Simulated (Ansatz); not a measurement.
System: HgTe (zinc blende type), 2 atoms in the cell.

```
Hg Te
1.0
     0.00000    3.33000    3.33000
     3.33000    0.00000    3.33000
     3.33000    3.33000    0.00000
Hg Te
1 1
Direct
  0.00000 0.00000 0.00000
  0.25000 0.25000 0.25000
```

Code and potentials: Ansatz PAW hard set, 700 eV. Settings of the plain PBE run: k-mesh 6×6×6 Γ-centred; Fermi–Dirac smearing of 0.02 eV; no spin polarisation; no spin–orbit coupling.

Plain PBE gives:

- Pressure: -0.09 GPa

What changes under PBE with spin–orbit coupling?

The pressure drops by 0.33 GPa to -0.42 GPa.

What changes under r²SCAN?

The pressure falls by 1.28 GPa to -1.37 GPa.

The stress includes the program's correction for the finite plane-wave basis.

The k-mesh is modest, so these values aren't fully converged in k. Potentials made with PBE were used with another functional (at least in: Ansatz PAW hard set, 700 eV (r²SCAN)).
